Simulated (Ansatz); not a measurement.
The cell below belongs to a search over invented structures; it isn't taken from experiment.

Input and command of a plane-wave DFT calculation in Ansatz:

```yaml
crystal:
  lattice:
    - [6.17755285, 0.0, 0.0]
    - [-3.08877642, 5.3499177, 0.0]
    - [0.0, 0.0, 5.09637982]
  atoms:
    - { symbol: Ga, position: [0.82962652, 0.17037348, 0.75] }
    - { symbol: Ga, position: [0.65925303, 0.82962652, 0.25] }
    - { symbol: Ga, position: [0.17037348, 0.34074697, 0.25] }
    - { symbol: Ga, position: [0.82962652, 0.65925303, 0.75] }
    - { symbol: Ga, position: [0.34074697, 0.17037348, 0.75] }
    - { symbol: Ga, position: [0.17037348, 0.82962652, 0.25] }
    - { symbol: Mo, position: [0.0, 0.0, 0.0] }
    - { symbol: Mo, position: [0.0, 0.0, 0.5] }
    - { symbol: Ru, position: [0.66666667, 0.33333333, 0.25] }
    - { symbol: Ru, position: [0.33333333, 0.66666667, 0.75] }
basis:
  ecutwfc: 420
kpoints:
  mp_grid: { grid: [3, 3, 4] }
hamiltonian:
  xc: pbe
scf:
  occupations: { method: gaussian, width: 0.1 }
  lower_state_search: "off"
output:
  forces: true
  stress: true
  eigenvalues: true
relax:
  adjacent_minimum: "off"
  f_tol: 0.04
  max_steps: 70
  cell: { stress_tol: 0.4 }
```

```bash
ansatz run input.yaml --threads 1 --pin off --max-ram 2560MiB --backend cpu --events-out ev --progress --plain --runs-dir out
```

Processor: Intel(R) Xeon(R) Processor @ 2.50GHz (Skylake/Cascade Lake), 1 thread, on a host shared with other jobs.

Task: How long does it run, and how much memory does it take?

Result: About 2.7 min, peak memory 0.54 GiB. It solves 83 bands at 9 k points (after reduction by symmetry) with about 3425 plane waves (on the last cell), in 56 SCF iterations over 8 ionic steps.
